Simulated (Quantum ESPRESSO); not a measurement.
**Band energies of FeS2**

```xyz
12
Lattice="5.3968 0.0000 0.0000 0.0000 5.3968 0.0000 0.0000 0.0000 5.3968" Properties=species:S:1:pos:R:3 pbc="T T T"
S      2.0798     0.6186     4.7782
S      3.3170     4.7782     0.6186
S      0.6186     4.7782     2.0798
S      4.7782     0.6186     3.3170
S      4.7782     2.0798     0.6186
S      0.6186     3.3170     4.7782
S      3.3170     3.3170     3.3170
S      2.0798     2.0798     2.0798
Fe     0.0000     2.6984     2.6984
Fe     2.6984     2.6984     0.0000
Fe     2.6984     0.0000     2.6984
Fe     0.0000     0.0000     0.0000
```

PBEsol (pw.x of Quantum ESPRESSO, ONCV potentials, scalar-relativistic); path ΓXMΓRX,MR; energies in eV from the valence-band maximum.

```
k (1/Å)  point  band 52  band 53  band 54  band 55  band 56  band 57  band 58  band 59
-------  -----  -------  -------  -------  -------  -------  -------  -------  -------
0.00         Γ    -0.38    -0.31    -0.31    -0.31    -0.04     0.57     1.52     1.52
0.29              -0.43    -0.32    -0.25    -0.17    -0.01     1.11     1.39     1.53
0.58         X    -0.37    -0.16    -0.16    -0.02    -0.02     1.48     1.48     1.71
0.78              -0.40    -0.16    -0.16    -0.04    -0.04     1.45     1.45     1.66
0.97              -0.46    -0.15    -0.15    -0.10    -0.10     1.50     1.50     1.61
1.16         M    -0.42    -0.13    -0.13    -0.13    -0.13     1.79     1.79     1.79
1.37              -0.36    -0.33    -0.18    -0.10    -0.06     1.39     1.53     1.80
1.58              -0.40    -0.24    -0.22    -0.19    -0.01     1.18     1.43     1.65
1.78              -0.37    -0.31    -0.31    -0.30    -0.02     0.87     1.47     1.51
1.99         Γ    -0.38    -0.31    -0.31    -0.31    -0.04     0.57     1.52     1.52
2.16              -0.38    -0.32    -0.32    -0.31    -0.02     0.78     1.50     1.50
2.32              -0.40    -0.30    -0.30    -0.24     0.00     1.10     1.49     1.49
2.49              -0.39    -0.25    -0.22    -0.22    -0.02     1.25     1.65     1.65
2.66              -0.52    -0.38    -0.20    -0.20    -0.12     1.32     1.78     1.83
2.83              -0.83    -0.38    -0.30    -0.30    -0.29     1.36     1.50     1.51
3.00         R    -1.06    -0.36    -0.36    -0.36    -0.36     1.37     1.37     1.37
3.16              -0.83    -0.35    -0.35    -0.29    -0.29     1.41     1.41     1.52
3.33              -0.53    -0.29    -0.29    -0.14    -0.14     1.47     1.47     1.83
3.49              -0.47    -0.18    -0.18    -0.09    -0.09     1.43     1.43     1.86
3.65              -0.41    -0.16    -0.16    -0.05    -0.05     1.42     1.42     1.78
3.82         X    -0.37    -0.16    -0.16    -0.02    -0.02     1.48     1.48     1.71
3.82         M    -0.42    -0.13    -0.13    -0.13    -0.13     1.79     1.79     1.79
3.96              -0.49    -0.16    -0.16    -0.16    -0.16     1.70     1.70     1.70
4.11              -0.67    -0.24    -0.24    -0.24    -0.24     1.58     1.58     1.58
4.26              -0.92    -0.33    -0.33    -0.33    -0.33     1.44     1.44     1.44
4.40         R    -1.06    -0.36    -0.36    -0.36    -0.36     1.37     1.37     1.37
```

The PBEsol gap is indirect, 0.57 eV, from 33 % of the way from Γ to R to Γ; the smallest direct gap is 0.60 eV. Another valence extremum on the path lies within 0.02 eV, too close to call.

The 3d shell has no Hubbard U; the runs are without spin polarisation, and magnetic order was not tried.

Geometry of the Materials Project entry, not relaxed at this level.
